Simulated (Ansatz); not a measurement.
Fe (bcc (W type)), relaxed and computed with several functionals in Ansatz (plane waves, PAW). Much of their spread follows the volume that each gives.

```
functional  V (Å³/atom)  K_Hill (GPa)
----------  -----------  ------------
PBE+D3(BJ)        11.03           212
r²SCAN+D4         11.69           176
PBEsol            10.81           226
r²SCAN            11.78           173
LDA               10.41             ?
PBE               11.35           193
```

Question: Fit a straight line to ln K against ln V and predict the withheld value.

Answer: Least squares on the 5 shown rows: ln K = -3.14 × ln V + (12.894), with a scatter of 0 %. For LDA this gives 254. The run itself gave 248, outside the scatter: the line misses something about this case.

Spin orders computed, not proven ground states: Fe, bcc (W type) with PBE+D3(BJ) ferromagnetic; Fe, bcc (W type) with r²SCAN+D4 ferromagnetic; Fe, bcc (W type) with PBEsol ferromagnetic; Fe, bcc (W type) with r²SCAN ferromagnetic; Fe, bcc (W type) with LDA ferromagnetic; Fe, bcc (W type) with PBE ferromagnetic. All cells were relaxed under the symmetry of their starts (and spin orders); stability against distortions was not tested throughout.

Potentials: the later of the program's two PAW sets.

Ansatz (a program for electronic structure) is a plane-wave DFT program.
